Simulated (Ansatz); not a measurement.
CrB2 (MoSi2 or CaC2 type, I4/mmm) under volume change, plane-wave PAW PBEsol (Ansatz code), shape and atoms relaxed at each volume.

| V (Å³/atom) | E − E(relaxed) (meV/atom) | P (GPa) |
|---|---|---|
| 7.175 | 61.7 | 30.09 |
| 7.412 | 26.0 | 18.54 |
| 7.648 | 6.2 | 8.57 |
| 7.885 | 0.0 | 0.00 |
| 8.121 | 5.6 | -7.36 |
| 8.358 | 21.3 | -13.70 |
| 8.595 | 45.6 | -19.14 |

What does a third-order Birch–Murnaghan fit give for V₀, B₀ and B′?

V₀ = 7.89 Å³/atom, B₀ = 264 GPa, B′ = 4.0.

The cell is a constructed one: a structure type filled with these elements; neither database checked (COD, Materials Project) lists it. COD files the formula under space group No. 191. Its standing as an ambient phase is unchecked. The cell was relaxed with PBEsol under the symmetry of its start; whether a distortion lowers the energy is not shown. The workflow began spin-polarised and lost its moments.

Potentials: the earlier of the program's two PAW sets. The files were generated under PBE; for other functionals the program regenerates the frozen cores, and for LDA and PBEsol the local potential too.
